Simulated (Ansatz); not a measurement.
Zr3Si2:
```
CELL_PARAMETERS angstrom
      7.10569     0.00000     0.00000
      0.00000     7.10569     0.00000
      0.00000     0.00000     3.70832
ATOMIC_POSITIONS crystal
  Zr 0.17387 0.67387 0.50000
  Zr 0.82613 0.32613 0.50000
  Zr 0.32613 0.17387 0.50000
  Zr 0.67387 0.82613 0.50000
  Zr 0.00000 0.00000 0.00000
  Zr 0.50000 0.50000 0.00000
  Si 0.62189 0.12189 0.00000
  Si 0.37811 0.87811 0.00000
  Si 0.87811 0.62189 0.00000
  Si 0.12189 0.37811 0.00000
```

Relaxed with r²SCAN.

Map the electron localisation function on the plane through (0.000, 0.000, 0.000) spanned by u = [1, 0, 0] and v = [0, 1, 0] in lattice vectors, from the program Ansatz at the r²SCAN level (PAW).

x is the fraction of u, y of v (the angle between them is 90°; rows are the nearest grid lines); atoms in the plane: Zr at (0.00, 0.00), Zr at (0.50, 0.50), Si at (0.62, 0.12), Si at (0.38, 0.88), Si at (0.88, 0.62), Si at (0.12, 0.38).
```
|0179831268998777888887778998621389710|
|7899611379974223578877677776521279987|
|9998311589853222367776555666531148999|
|3321124799743552257875433345553211123|
|1111236799853323478875433345666431111|
|6555556789998778999876544567889988766|
|8766555678999999998766555678999999998|
|9876433456777765322223456789975445799|
|7875433345553211123321124799743552257|
|7765444455542113678874113689742562257|
|8877677776521279987899611379974223578|
|8887788887521389841489721269997556788|
|8876557999621279841489831257888877888|
|8753224799731169987899721256777767788|
|7522652479863114788763112455544445677|
|7522553479974211233211123555433345787|
|9975445799876543222235677776543346789|
|8999999998765556678999999998765556678|
|6678899887654456789998778999876555556|
|1111346665433345788743233589976321111|
|3211123555433345787522553479974211233|
|9998411356665556777632223589851138999|
|7899721256777767788753224799731169987|
|0179831268998777888887778998621389710|
```
Scale: ten equal steps from 0.029 (start of '0') to 0.813 (end of '9'), in the order '0123456789'; x runs from 0.000 to 1.00, y from 0.000 (bottom) to 1.00 (top).

The density is the valence pseudo-density with augmentation charge, so density and ELF within about 1 Å of a nucleus are not all-electron values.

Space group P4/mbm. The first step of the workflow began from a Materials Project structure, measured or hypothetical; the Crystallography Open Database copy checked does not list it. Its standing as an ambient phase is unchecked. Symmetry was held in the r²SCAN relaxation; whether a distortion lowers the energy is not shown. The run is not spin-polarised.

Potentials: the later of the program's two PAW sets.
